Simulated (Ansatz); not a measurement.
AlGaN2:
```
CELL_PARAMETERS angstrom
      3.14411     0.00000     0.00000
     -1.57206     2.72288     0.00000
      0.00000     0.00000    10.17747
ATOMIC_POSITIONS crystal
  Ga 0.33333 0.66667 0.00405
  N  0.33333 0.66667 0.19632
  Ga 0.66667 0.33333 0.26022
  N  0.66667 0.33333 0.45320
  Al 0.33333 0.66667 0.50977
  N  0.33333 0.66667 0.69592
  Al 0.66667 0.33333 0.75330
  N  0.66667 0.33333 0.93938
```

Relaxed with r²SCAN. Special points in fractions of this cell's reciprocal vectors: Γ (0.000, 0.000, 0.000); M (0.500, 0.000, 0.000); K (0.333, 0.333, 0.000); A (0.000, 0.000, 0.500); L (0.500, 0.000, 0.500); H (0.333, 0.333, 0.500).

Q: List the band energies nearest the valence-band maximum at these points for DFT-r²SCAN in the program Ansatz with PAW potentials.

A: In eV from the valence-band maximum; about four levels below and three above (degenerate sets whole), none deeper than 8.9 eV; points with the same levels are listed once.

| k | below | above |
|---|---|---|
| Γ | -0.51 -0.51 -0.19 0.00 0.00 | 3.27 5.28 5.91 |
| M | -1.91 -1.87 -1.82 -1.02 | 5.17 5.20 5.98 |
| K | -2.92 -2.82 -1.36 -1.35 | 5.43 7.37 7.42 |
| A | -0.46 -0.46 -0.02 -0.02 | 4.01 4.70 5.81 |
| L | -1.80 -1.54 -1.40 -1.22 | 4.76 5.41 5.91 |
| H | -2.19 -2.12 -1.99 -1.94 | 6.09 6.44 7.76 |

Space group P3m1. The start of the workflow was typed in or built on a structure type; the Crystallography Open Database copy checked does not list it. Its standing as an ambient phase is unchecked. The cell was relaxed with r²SCAN under the symmetry of its start; its stability against distortions is not shown here. Spin–orbit coupling is left out wherever it is not named.

Potentials: the earlier of the program's two PAW sets.
